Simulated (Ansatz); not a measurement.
Ga₂O₃:
```cif
data_Ga6O9
_chemical_formula_sum 'Ga6 O9'
_space_group_name_H-M_alt 'R-3m :H'
_space_group_IT_number 166
_space_group_name_Hall '-R 3 2"'
_cell_length_a 2.96221
_cell_length_b 2.96221
_cell_length_c 20.62380
_cell_angle_alpha 90.000
_cell_angle_beta 90.000
_cell_angle_gamma 120.000
loop_
_atom_site_label
_atom_site_type_symbol
_atom_site_symmetry_multiplicity
_atom_site_Wyckoff_symbol
_atom_site_fract_x
_atom_site_fract_y
_atom_site_fract_z
_atom_site_occupancy
Ga1 Ga 6 c 0.00000 0.00000 0.40028 1
O1 O 3 a 0.00000 0.00000 0.00000 1
O2 O 6 c 0.00000 0.00000 0.23138 1
```
(The calculation used a cell of 5 atoms; values per cell refer to that cell.)

Relaxed with LDA.

Decompose the optical modes at the zone centre into irreducible representations, and say which are infrared and Raman allowed.

Point group -3m: Γ_opt = 2A1g + 2A2u + 2Eg + 2Eu. Infrared: A2u, Eu. Raman: A1g, Eg.

Assign frequencies (DFPT, LDA in the plane-wave PAW code Ansatz; without the LO–TO term).

Eu 80i, Eg 71, A1g 213, A2u 405, A1g 543, A2u 548, Eu 558, Eg 563 cm⁻¹.

A made-up cell: these elements were put on the sites of a structure type; neither database checked (COD, Materials Project) lists it. It is not the phase usual at ambient conditions (space group No. 12, 167). Symmetry was held in the LDA relaxation. At this level the phase is dynamically unstable (imaginary phonons). A crystal of weakly bound layers computed without a dispersion correction: the cell and the soft elastic constants depend strongly on that.

Potentials: the earlier of the program's two PAW sets.
